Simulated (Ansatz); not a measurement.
BeS:
```yaml
crystal:
  lattice:
    - [0.00000, 2.43429, 2.43429]
    - [2.43429, 0.00000, 2.43429]
    - [2.43429, 2.43429, 0.00000]
  atoms:
    - { symbol: Be, position: [0.50000, 0.50000, 0.50000] }
    - { symbol: S, position: [0.25000, 0.25000, 0.25000] }
```

Relaxed with r²SCAN. Special points in fractions of this cell's reciprocal vectors: Γ (0.000, 0.000, 0.000); X (0.500, 0.000, 0.500); U (0.625, 0.250, 0.625); K (0.375, 0.375, 0.750); L (0.500, 0.500, 0.500); W (0.500, 0.250, 0.750).

Task: List the band energies nearest the valence-band maximum at these points for DFT-r²SCAN in the program Ansatz with PAW potentials.

Result: In eV from the valence-band maximum; about four levels below and three above (degenerate sets whole), none deeper than 8.9 eV; points with the same levels are listed once.

```tsv
k	below	above
Γ	0.00 0.00 0.00	6.23 6.23 6.23
X	-5.14 -2.68 -2.68	3.59 5.36 13.70 13.70
U	-4.66 -4.14 -2.22	4.85 8.04 11.31
L	-5.89 -1.04 -1.04	6.03 7.11 7.11
W	-4.36 -3.92 -3.35	6.94 8.68 9.20
```

Space group F-43m (zinc blende). Symmetry was held in the r²SCAN relaxation. The volume moved by 28 % from the start of the relaxation.

Potentials: the later of the program's two PAW sets.
